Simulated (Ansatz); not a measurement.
ZrGeSe:
```xyz
6
Lattice="3.6843 0.0000 0.0000 0.0000 3.6843 0.0000 0.0000 0.0000 8.2487" Properties=species:S:1:pos:R:3 pbc="T T T"
Zr     0.0000     1.8421     6.0773
Zr     1.8421     0.0000     2.1714
Ge     0.0000     0.0000     0.0000
Ge     1.8421     1.8421     0.0000
Se     1.8421     0.0000     5.1144
Se     0.0000     1.8421     3.1343
```

Relaxed with PBEsol. Special points in fractions of this cell's reciprocal vectors: Γ (0.000, 0.000, 0.000); X (0.000, 0.500, 0.000); M (0.500, 0.500, 0.000); Z (0.000, 0.000, 0.500); R (0.000, 0.500, 0.500); A (0.500, 0.500, 0.500).

Task: List the band energies nearest the Fermi level at these points for plane-wave PAW PBEsol with spin–orbit coupling (Ansatz code).

Result: In eV from the Fermi level; about four levels below and three above (degenerate sets whole), none deeper than 8.9 eV; points with the same levels are listed once.

```csv
k,below,above
Γ,-0.87 -0.87 -0.35 -0.35,0.14 0.14 1.04 1.04
X,-0.69 -0.69 -0.69 -0.69,0.51 0.51 0.51 0.51
M,-2.33 -2.33 -2.33 -2.33,2.63 2.63 2.63 2.63
Z,-1.85 -1.85 -1.57 -1.57,0.07 0.07 0.67 0.67
R,-0.42 -0.42 -0.42 -0.42,0.70 0.70 0.70 0.70
A,-2.33 -2.33 -2.33 -2.33,1.25 1.25 1.25 1.25
```

Space group P4/nmm. The workflow started from a Materials Project entry (that database holds measured and hypothetical structures alike); the Crystallography Open Database files this formula in space group No. 129, but the cells were not matched. Whether it is the stable phase at ambient conditions was not checked. The PBEsol relaxation kept the symmetry of its start; its stability against distortions is not shown here. The run is not spin-polarised.

Potentials: the later of the program's two PAW sets.
